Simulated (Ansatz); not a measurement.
Start of a relaxation of Ga5As3P2:

```cif
data_structure
_symmetry_space_group_name_H-M 'P 1'
_symmetry_Int_Tables_number 1
_cell_length_a 13.9422
_cell_length_b 13.9422
_cell_length_c 13.9422
_cell_angle_alpha 164.058
_cell_angle_beta 164.058
_cell_angle_gamma 22.620
_cell_volume 204.42
loop_
_atom_site_label
_atom_site_type_symbol
_atom_site_fract_x
_atom_site_fract_y
_atom_site_fract_z
_atom_site_occupancy
Ga1 Ga 0.70000 0.70000 0.00000 1
Ga2 Ga 0.30000 0.30000 0.00000 1
Ga3 Ga 0.90000 0.90000 0.00000 1
Ga4 Ga 0.50000 0.50000 0.00000 1
Ga5 Ga 0.10000 0.10000 0.00000 1
P1 P 0.95000 0.45000 0.50000 1
P2 P 0.55000 0.05000 0.50000 1
As1 As 0.35000 0.85000 0.50000 1
As2 As 0.15000 0.65000 0.50000 1
As3 As 0.75000 0.25000 0.50000 1
```

Theory: DFT PBE, scalar-relativistic, plane waves, PAW (Ansatz 0.2.0). Cutoff 420 eV, Gaussian smearing, Γ-centred meshes. Cell and atoms relax first on a coarse mesh and then on a converged one. In between, the cell is made exact in the group found at 0.06 Å. The steps can't lower the symmetry of their start. No spin polarisation.

A guess keeps its type if space group and coordination stay and the shape of the cell changes little (axis ratios within about 15 %, angles within 6°); the volume may change.

Task: Does it keep its structure type, or change into something else?

Result: It keeps its type. The symmetry stays I-4m2 (No. 119). The volume per atom grows by 10.2 %, from 20.4 to 22.5 Å³. The shortest distance goes from 2.37 Å (Ga–As and Ga–P) to 2.41 Å (Ga–P). The ratio c/a of the conventional cell changes by a factor of 1.00. Counting neighbours within 15 % of an atom's shortest distance, the start has As 4, Ga 4, P 4 and the end As 4, Ga 4, P 4.

The last run used a 10×10×10 mesh for its 10-atom cell and Gaussian smearing of 0.02 eV. A later test with randomly moved atoms came back to the same energy, though modes that don't fit the test's cell weren't probed.
